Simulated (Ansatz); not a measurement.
The relaxed structure here is a generated cell of VSb: the first start was made by placing the elements on the sites of a structure type, and the end was not matched to a known phase here, so it may be hypothetical.

One starting cell of VSb (a generated cell, VSb built in the AFLOW prototype AB_hR6_160_3a_3a (as in SiC)) was relaxed twice with Ansatz (plane waves, PAW, scalar-relativistic): with PBEsol at 420 eV and with PBE at 420 eV. The PBEsol result:

```
CELL_PARAMETERS angstrom
      2.25080     1.29950     7.60117
     -2.25080     1.29950     7.60117
      0.00000    -2.59900     7.60117
ATOMIC_POSITIONS crystal
  Sb 0.97855 0.97855 0.97855
  Sb 0.21717 0.21717 0.21717
  Sb 0.74467 0.74467 0.74467
  V  0.09943 0.09943 0.09943
  V  0.35032 0.35032 0.35032
  V  0.85986 0.85986 0.85986
```

```tsv
quantity	PBEsol	PBE
space group	R3m	R3m
volume (Å³/atom)	22.23	23.60
a (Å)	4.502	4.565
c (Å)	22.804	23.533
gap (eV, no spin-orbit coupling)	0.00	0.00
spin order	ferromagnetic	ferromagnetic
net moment (μB/atom)	1.02	1.05
```

Both levels end in the same structure; PBE's volume is 6.1 % larger. Neither column is exact.

Spin states reached: ferromagnetic; spin orders were not searched systematically. The program's look for a lower electronic state was skipped, cut short or left open in this run.

The run could not lose the symmetry of its start, so the end can be a saddle point.

Ansatz is a program for electronic structure.
